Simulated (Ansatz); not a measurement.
Generalised stacking fault of MgSe (rock salt) on the {100} plane. The cell below holds the perfect crystal with the plane normal along z; tilting its third vector by the shift puts one fault into each cell, between planes 2.74 Å apart, at fixed cell height.

```yaml
crystal:
  lattice:
    - [3.86945, 0.00000, 0.00000]
    - [0.00000, 3.86945, 0.00000]
    - [1.93472, 1.93472, 8.20834]
  atoms:
    - { symbol: Se, position: [0.00000, 0.00000, 0.83333] }
    - { symbol: Se, position: [0.33333, 0.33333, 0.16667] }
    - { symbol: Se, position: [0.66667, 0.66667, 0.50000] }
    - { symbol: Mg, position: [0.50000, 0.50000, 0.83333] }
    - { symbol: Mg, position: [0.83333, 0.83333, 0.16667] }
    - { symbol: Mg, position: [0.16667, 0.16667, 0.50000] }
```

In-plane vectors a = (3.869, 0.000) Å, b = (0.000, 3.869) Å, area 14.97 Å². The shift is x·a + y·b, and the map repeats with period 1 in x and y. The shift is rigid: no atom relaxes. γ = [E(shift) − E(0)] / area.

All values below come from r2SCAN (plane waves to 500 eV, PAW, scalar-relativistic; Ansatz, a quantum-chemistry and plane-wave program). k mesh 7×7×7 (Γ-centred), Fermi-Dirac smearing 0.05 eV. E is the zero-smearing estimate. As the smearing reaches across the gap at some points, the k mesh leaves noise in γ, roughly 0.02 J/m² as judged from a few cases. Faults lie only 8.2 Å apart, and holding the cell height and the atoms raises γ above its relaxed value. MgSe was relaxed with its symmetry unable to fall. γ is measured from zero shift. The last digit holds for this mesh only.

γ (J/m²), with x across and y down:

```csv
y \ x,0.000,0.167,0.333,0.500,0.667,0.833
0.000,0.00,0.25,0.90,1.32,0.90,0.25
0.167,0.25,0.56,1.29,1.75,1.29,0.56
0.333,0.90,1.29,2.19,2.68,2.19,1.29
0.500,1.32,1.75,2.68,3.21,2.68,1.75
0.667,0.90,1.29,2.19,2.68,2.19,1.29
0.833,0.25,0.56,1.29,1.75,1.29,0.56
```

Task: Where does the grid have local minima besides zero shift?

Result: No grid point is one.

Task: Stepping between nearest grid points (4 neighbours each), what is the highest γ met on the easiest way from zero shift to the shift a?

Result: 1.32 J/m².

(The slope of γ gives the shear force per area between the displaced halves; near zero shift its curvature is an elastic stiffness.)
